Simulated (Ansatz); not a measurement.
Starting cell, TiSi$_{2}$ (C49 type, space group Cmcm):

```yaml
crystal:
  lattice:
    - [1.77297, -6.78252, 0.00000]
    - [1.77297, 6.78252, 0.00000]
    - [0.00000, 0.00000, 3.57969]
  atoms:
    - { symbol: Si, position: [0.94084, 0.05916, 0.75000] }
    - { symbol: Si, position: [0.05916, 0.94084, 0.25000] }
    - { symbol: Si, position: [0.25028, 0.74972, 0.75000] }
    - { symbol: Si, position: [0.74972, 0.25028, 0.25000] }
    - { symbol: Ti, position: [0.60320, 0.39680, 0.75000] }
    - { symbol: Ti, position: [0.39680, 0.60320, 0.25000] }
```

In this cell atom 2 (Si, nearest neighbour Si at 2.404 Å; its periodic images, 3.5 Å or more away, move with it) is moved by u·(1.000, 0.000, 0.000) + v·(0.000, 0.000, 1.000); the rest is frozen.

Method: PBE (plane waves to 420 eV, PAW, scalar-relativistic; Ansatz, a program for electronic structure). k mesh 11×11×11 (Γ-centred), Fermi-Dirac smearing 0.05 eV. Energies are smeared free energies. With partly filled bands, energies and forces of such displacements shift with the k mesh and the smearing. The PAW data are Ansatz's earlier set. This is one of several known forms of TiSi2; the measured ambient cells at hand have space group No. 70. TiSi2 is run without spin polarisation. TiSi2 was relaxed with its symmetry unable to fall. The last digit holds for this mesh only.

Changes of ΔE (meV/cell) from the point u = 0.000 Å, v = 0.000 Å when one coordinate moves alone (two changes are said to add if the coupling is within 5 % of the smaller one, nearly so within 20 %):

```csv
point,change
"u = 0.000 Å, v = -0.360 Å",901.9
"u = 0.000 Å, v = -0.180 Å",222.7
"u = -0.360 Å, v = 0.000 Å",576.1
"u = -0.180 Å, v = 0.000 Å",144.2
"u = 0.180 Å, v = 0.000 Å",144.2
"u = 0.360 Å, v = 0.000 Å",576.1
"u = 0.000 Å, v = 0.180 Å",222.7
"u = 0.000 Å, v = 0.360 Å",901.9
```

Task: What is the change at u = -0.360 Å, v = -0.180 Å, where both move, and how far is it from the sum?

Result: The sum of the single changes is 576.1 + (222.7) = 798.8; the calculation gives 846.9, so the coupling contributes 48.1 (over 20 % of the smaller single change, not additive).

Task: What is the change at u = -0.180 Å, v = -0.360 Å, where both move, and how far is it from the sum?

Result: The sum of the single changes is 144.2 + (901.9) = 1046.1; the calculation gives 1093.3, so the coupling contributes 47.2 (over 20 % of the smaller single change, not additive).

Task: Do the two effects add at u = 0.180 Å, v = 0.180 Å? Give the computed change.

Result: The sum of the single changes is 144.2 + (222.7) = 366.9; the calculation gives 378.5, so the coupling contributes 11.6 (under 20 % of the smaller single change, nearly additive).

(A displaced cell: forces are minus the slopes of the energy, force constants its curvatures, and phonons follow from these.)
